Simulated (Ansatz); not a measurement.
**Si2W: from a starting cell to a relaxed one**

The start is a generated cell, Si2W built in the AFLOW prototype AB2_hP12_194_f_ah (C14, as in MgZn2). A full variable-cell relaxation at zero pressure is run with r2SCAN (plane waves to 500 eV, PAW, scalar-relativistic; Ansatz, a program for electronic structure). The first steps use a 6×6×4 k-mesh.

Input geometry:
```yaml
crystal:
  lattice:
    - [4.93482, 0.00000, 0.00000]
    - [-2.46741, 4.27368, 0.00000]
    - [0.00000, 0.00000, 8.09337]
  atoms:
    - { symbol: W, position: [0.33333, 0.66667, 0.06286] }
    - { symbol: W, position: [0.66667, 0.33333, 0.56286] }
    - { symbol: W, position: [0.66667, 0.33333, 0.93714] }
    - { symbol: W, position: [0.33333, 0.66667, 0.43714] }
    - { symbol: Si, position: [0.00000, 0.00000, 0.00000] }
    - { symbol: Si, position: [0.00000, 0.00000, 0.50000] }
    - { symbol: Si, position: [0.83049, 0.16951, 0.25000] }
    - { symbol: Si, position: [0.66097, 0.83049, 0.75000] }
    - { symbol: Si, position: [0.83049, 0.66097, 0.25000] }
    - { symbol: Si, position: [0.16951, 0.83049, 0.75000] }
    - { symbol: Si, position: [0.33903, 0.16951, 0.25000] }
    - { symbol: Si, position: [0.16951, 0.33903, 0.75000] }
```

- Initial pressure = -16 GPa (negative: the cell is under tension)
- Outcome = The space group stays P6₃/mmc (No. 194) (the run could not lower it); the end is AFLOW prototype AB2_hP12_194_f_ah (C14, as in MgZn2), with 12 atoms in the primitive cell
- Energy released = 0.08 eV/atom
- Volume change = -8.9 %, from 14.22 to 12.96 Å³/atom
- Band gap at the end = no gap (metallic)
- Optimiser moves = 21

Final values are on a 9×9×5 k-mesh of the relaxed cell. No spin polarisation in the result.

The run could not lose the symmetry of its start: the end is stationary, and may be a saddle point rather than a minimum.

The relaxed structure here is a generated cell of Si2W: the first start was made by placing the elements on the sites of a structure type, and the end was not matched to a known phase here, so it may be hypothetical. Known forms of Si2W include space group No. 139.
